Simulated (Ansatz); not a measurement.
Si3N4: field gradients at two levels of theory

Cell: a COD entry, ions relaxed with PBE at fixed cell.

```cif
data_Si3N4
_symmetry_space_group_name_H-M 'P6_3/m'
_symmetry_Int_Tables_number 176
_cell_length_a 7.6093
_cell_length_b 7.6093
_cell_length_c 2.9079
_cell_angle_alpha 90.000
_cell_angle_beta 90.000
_cell_angle_gamma 120.000
loop_
_atom_site_label
_atom_site_type_symbol
_atom_site_symmetry_multiplicity
_atom_site_Wyckoff_symbol
_atom_site_fract_x
_atom_site_fract_y
_atom_site_fract_z
Si Si 6 h 0.1739 0.7678 0.2500
N7 N 2 c 0.3333 0.6667 0.2500
N9 N 6 h 0.3298 0.0298 0.2500
```

One atom of each set is listed.

First run. All values are calculated (Ansatz; DFT, PBE, plane waves and PAW, scalar-relativistic, 420 eV cutoff, Γ-centred 4×4×10 k-points, Fermi–Dirac smearing 0.02 eV), not measured.

```csv
site,V_zz (10²¹ V/m²),η
Si,0.98,0.41
N7,-4.91,0.00
N9,-4.95,0.07
```

Second run. The same atoms and settings, except that the functional is r2SCAN and the cutoff is 500 eV.

(1) What does the second run give?

## Answers

(1) 

```
site   V_zz     η  change of V_zz
  Si   0.98  0.39            0.00
  N7  -4.98  0.00           -0.07
  N9  -4.94  0.08           +0.01
```

The largest change of V_zz is on N7, from -4.91 to -4.98. In per cent, |V_zz| changes by 0 on Si, 0 to +1 on N (all sites that start above 0.5).

For the first run: At this cell the PBE pressure is 5 GPa, so with PBE the cell would grow if it were relaxed.
